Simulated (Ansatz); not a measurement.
# Property card for MgS

MgS:
```yaml
crystal:
  lattice:
    - [4.88902, 0.00000, 0.00000]
    - [0.00000, 4.88902, 0.00000]
    - [0.00000, 0.00000, 4.14927]
  atoms:
    - { symbol: Mg, position: [0.50000, 0.00000, 0.07092] }
    - { symbol: Mg, position: [0.00000, 0.50000, 0.92908] }
    - { symbol: S, position: [0.00000, 0.00000, 0.00000] }
    - { symbol: S, position: [0.50000, 0.50000, 0.00000] }
```

Space group P4/nmm (No. 129); conventional cell a = b = 4.8890 Å, c = 4.1493 Å, α = β = γ = 90.00°.

Method: PBE+D3(BJ) in the plane-wave PAW code Ansatz. Geometry: relaxed at this level of theory. Other levels are named where they apply.

**Cell and energy**

```json
{
 "volume_per_atom": "24.79 Å³",
 "density": "1.89 g/cm³",
 "Formation energy from the elements (no fitted shifts)": "-1024 meV/atom"
}
```

**Electronic structure**

```json
{
  "band_gap": "1.62 eV (direct)",
  "valence_band_maximum": "at Γ",
  "conduction_band_minimum": "at Γ",
  "electron_effective_mass": "0.27, 0.27, 0.36 mₑ (principal values)",
  "hole_effective_mass": "0.83, 1.7, 1.7 mₑ (principal values)"
}
```

**Mechanics**

```json
{
  "Bulk modulus (Birch–Murnaghan fit)": "6.0 GPa",
  "Pressure derivative B′": "6.1"
}
```

The cell is a constructed one: a structure type filled with these elements; neither database checked (COD, Materials Project) lists it. COD files the formula under space group No. 225. Its standing as an ambient phase is unchecked. Symmetry was held in the PBE+D3(BJ) relaxation; its stability against distortions is not shown here. The references are the lowest solids computed at this level, not always the standard phases.

Potentials: the earlier of the program's two PAW sets.
